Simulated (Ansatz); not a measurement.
The relaxed structure here is a generated cell of TiC: the first start was made by placing the elements on the sites of a structure type, and the end was not matched to a known phase here, so it may be hypothetical. Known forms of TiC include space group No. 225.

A relaxed cell of TiC (Pmma (No. 51)), relaxed on a k-mesh at least as fine as the one used below. Method: PBE (plane waves to 420 eV, PAW, scalar-relativistic; Ansatz, a program for electronic structure). Γ-centred k-mesh 11×11×12 on the run's cell (coarser than for final values), Fermi–Dirac smearing 0.05 eV.

```
CELL_PARAMETERS angstrom
     10.76609     0.00000     0.00000
      5.38304     2.90118     0.00000
      0.00000     0.00000     2.79111
ATOMIC_POSITIONS crystal
  Ti 0.12500 0.00000 0.23820
  Ti 0.62500 0.00000 0.23820
  Ti 0.37500 0.00000 0.76180
  Ti 0.87500 0.00000 0.76180
  C  0.00000 0.50000 0.50000
  C  0.50000 0.50000 0.50000
  C  0.75000 0.50000 0.50000
  C  0.25000 0.50000 0.50000
```

The atoms are displaced along an unstable phonon of this cell by (Å):

```json
[
 {"atom": "Ti1", "ux": "0.000", "uy": "0.000", "uz": "0.000"},
 {"atom": "Ti2", "ux": "0.000", "uy": "0.000", "uz": "0.000"},
 {"atom": "Ti3", "ux": "0.000", "uy": "-0.002", "uz": "0.000"},
 {"atom": "Ti4", "ux": "0.000", "uy": "0.002", "uz": "0.000"},
 {"atom": "C5", "ux": "0.053", "uy": "0.000", "uz": "-0.098"},
 {"atom": "C6", "ux": "-0.053", "uy": "0.000", "uz": "0.098"},
 {"atom": "C7", "ux": "0.071", "uy": "0.000", "uz": "0.132"},
 {"atom": "C8", "ux": "-0.071", "uy": "0.000", "uz": "-0.132"}
]
```

What forces (eV/Å) and pressure result?


```json
[
 {"atom": "Ti1", "Fx": "0.01", "Fy": "0.00", "Fz": "0.08"},
 {"atom": "Ti2", "Fx": "0.01", "Fy": "0.00", "Fz": "0.08"},
 {"atom": "Ti3", "Fx": "-0.01", "Fy": "0.02", "Fz": "-0.05"},
 {"atom": "Ti4", "Fx": "-0.01", "Fy": "-0.02", "Fz": "-0.05"},
 {"atom": "C5", "Fx": "0.12", "Fy": "0.00", "Fz": "-0.15"},
 {"atom": "C6", "Fx": "0.00", "Fy": "0.00", "Fz": "0.12"},
 {"atom": "C7", "Fx": "0.02", "Fy": "0.00", "Fz": "0.15"},
 {"atom": "C8", "Fx": "-0.13", "Fy": "0.00", "Fz": "-0.18"}
]
```

Pressure -0.3 GPa.

The undisplaced cell is probably no minimum: from this displacement the run went on to Cmmm (No. 65), 0.47 eV/atom below it.

No spin polarisation in the result.
